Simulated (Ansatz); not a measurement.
YGeO:
```
CELL_PARAMETERS angstrom
      3.45318     0.00000     0.00000
      0.00000     3.45318     0.00000
      0.00000     0.00000     8.03579
ATOMIC_POSITIONS crystal
  Y  0.00000 0.50000 0.67002
  Y  0.50000 0.00000 0.32998
  Ge 0.00000 0.00000 0.00000
  Ge 0.50000 0.50000 0.00000
  O  0.50000 0.00000 0.61009
  O  0.00000 0.50000 0.38991
```

Relaxed with r²SCAN. Special points in fractions of this cell's reciprocal vectors: Γ (0.000, 0.000, 0.000); X (0.000, 0.500, 0.000); M (0.500, 0.500, 0.000); Z (0.000, 0.000, 0.500); R (0.000, 0.500, 0.500); A (0.500, 0.500, 0.500).

Q: List the band energies nearest the Fermi level at these points for r²SCAN in the plane-wave PAW code Ansatz.

A: In eV from the Fermi level; about four levels below and three above (degenerate sets whole), none deeper than 8.9 eV; points with the same levels are listed once.

```csv
k,below,above
Γ,-2.56 -1.68 -1.68 -1.45,0.21 0.80 2.16
X,-4.54 -4.54 -1.18 -1.18,1.83 1.83 2.51 2.51
M,-3.84 -3.84 -0.91 -0.91,2.60 2.60 3.97 3.97
Z,-1.66 -1.66 -1.20 -0.61,1.66 2.81 3.06
R,-4.40 -4.40 -1.79 -1.79,1.94 1.94 2.87 2.87
A,-3.81 -3.81 -1.15 -1.15,3.05 3.05 3.70 3.70
```

Space group P4/nmm. The start of the workflow was typed in or built on a structure type; neither database checked (COD, Materials Project) lists it. Whether it is the stable phase at ambient conditions was not checked. Symmetry was held in the r²SCAN relaxation; whether a distortion lowers the energy is not shown. The run is not spin-polarised. Scalar-relativistic: spin–orbit coupling is off unless named, which matters more the heavier the elements.

Potentials: the earlier of the program's two PAW sets. The files were generated under PBE; for other functionals the program regenerates the frozen cores, and for LDA and PBEsol the local potential too.
